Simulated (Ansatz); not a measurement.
Ta:
```xyz
1
Lattice="-1.6264 1.6264 1.6264 1.6264 -1.6264 1.6264 1.6264 1.6264 -1.6264" Properties=species:S:1:pos:R:3 pbc="T T T"
Ta     0.0000     0.0000     0.0000
```

Relaxed with LDA. Special points in fractions of this cell's reciprocal vectors: Γ (0.000, 0.000, 0.000); H (0.500, -0.500, 0.500); N (0.000, 0.000, 0.500); P (0.250, 0.250, 0.250).

List the band energies nearest the Fermi level at these points for plane-wave PAW LDA (Ansatz code).

In eV from the Fermi level; about four levels below and three above (degenerate sets whole), none deeper than 8.9 eV; … stands for higher levels left out; points with the same levels are listed once.

| k | below | above |
|---|---|---|
| Γ | -8.04 | 0.68 0.68 0.68 |
| H | -4.09 -4.09 | … |
| N | -4.58 -1.71 | 1.93 4.00 … |
| P | -1.23 -1.23 -1.23 | … |

Space group Im-3m (bcc (W type)). The LDA relaxation kept the symmetry of its start. The run is not spin-polarised. Scalar-relativistic: spin–orbit coupling is off unless named, which matters more the heavier the elements.

Potentials: the later of the program's two PAW sets.
